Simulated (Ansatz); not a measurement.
CsSnI₃ (cubic perovskite)

```
CsSnI3
1.0
    6.13043     0.00000     0.00000
    0.00000     6.13043     0.00000
    0.00000     0.00000     6.13043
Cs Sn I
1 1 3
Cartesian
  0.00000   0.00000   0.00000
  3.06521   3.06521   3.06521
  0.00000   3.06521   3.06521
  3.06521   3.06521   0.00000
  3.06521   0.00000   3.06521
```

Scan: atom 5 (I, nearest neighbour Sn at 3.065 Å; its periodic images, 6.1 Å or more away, move with it) is displaced along Cartesian x, direction (1.000, 0.000, 0.000) in Cartesian axes, by s. The other atoms stay.

Method: PBEsol (plane waves to 420 eV, PAW, scalar-relativistic; Ansatz, a first-principles code). k mesh 6×6×6 (Γ-centred), Fermi-Dirac smearing 0.05 eV. E stands for the smeared free energy. CsSnI3 was relaxed with its symmetry unable to fall. Spin-orbit coupling is left out, though I is heavy. This is a high-temperature form of CsSnI3. The zero of ΔE is the undisplaced structure.

Successive frames, forces in eV/Å:

```tsv
frame	ΔE (meV/cell)	F on Cs1	F on Sn2	F on I3	F on I4	F on I5
s = 0.184 Å	3.9	(-0.006, 0.000, 0.000)	(0.000, 0.000, 0.000)	(0.059, 0.000, 0.000)	(-0.007, 0.000, 0.000)	(-0.046, 0.000, 0.000)
s = 0.000 Å	0.0	(0.000, 0.000, 0.000)	(0.000, 0.000, 0.000)	(0.000, 0.000, 0.000)	(0.000, 0.000, 0.000)	(0.000, 0.000, 0.000)
s = -0.184 Å	3.9	(0.006, 0.000, 0.000)	(0.000, 0.000, 0.000)	(-0.059, 0.000, 0.000)	(0.007, 0.000, 0.000)	(0.046, 0.000, 0.000)
s = -0.368 Å	18.9	(0.004, 0.000, 0.000)	(-0.012, 0.000, 0.000)	(-0.131, 0.000, 0.000)	(0.016, 0.000, 0.000)	(0.123, 0.000, 0.000)
```

Q: What are the energy and the forces in the next frame, s = -0.552 Å?

A: ΔE (meV/cell) = 51.3.

```tsv
atom	Fx	Fy	Fz
Cs1	-0.011	0.000	0.000
Sn2	-0.044	0.000	0.000
I3	-0.204	0.000	0.000
I4	0.023	0.000	0.000
I5	0.236	0.000	0.000
```

(A displaced cell: forces are minus the slopes of the energy, force constants its curvatures, and phonons follow from these.)
